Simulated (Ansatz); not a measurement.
CsGeI₃:
```yaml
crystal:
  lattice:
    - [4.21766, 2.43507, 3.58885]
    - [-4.21766, 2.43507, 3.58885]
    - [0.00000, -4.87014, 3.58885]
  atoms:
    - { symbol: Cs, position: [0.59468, 0.59468, 0.59468] }
    - { symbol: Ge, position: [0.12799, 0.12799, 0.12799] }
    - { symbol: I, position: [0.09133, 0.09133, 0.58266] }
    - { symbol: I, position: [0.09133, 0.58266, 0.09133] }
    - { symbol: I, position: [0.58266, 0.09133, 0.09133] }
```

This is the r²SCAN-relaxed structure.

Question: All from r²SCAN (plane waves, PAW; program Ansatz), unless another level is named. Give the gap with spin–orbit coupling.

Answer: 1.00 eV.

Question: What about the formation energy from the elements (no fitted shifts)?

Answer: -0.94 eV/atom.

Question: Give the band gap.

Answer: 1.10 eV (direct).

Question: And the weight of the conduction-edge state by species (Voronoi cells)?

Answer: Ge 67 %, I 33 %.

Space group R3m. The first step of the workflow began from a Materials Project structure, measured or hypothetical; the Crystallography Open Database files this formula in space group No. 160, but the cells were not matched. Its standing as an ambient phase is unchecked. The r²SCAN relaxation kept the symmetry of its start; of distortions, only those at the zone centre were tested. The references are the lowest solids computed at this level, not always the standard phases. Scalar-relativistic: spin–orbit coupling is off unless named, which matters more the heavier the elements.

Potentials: the later of the program's two PAW sets.
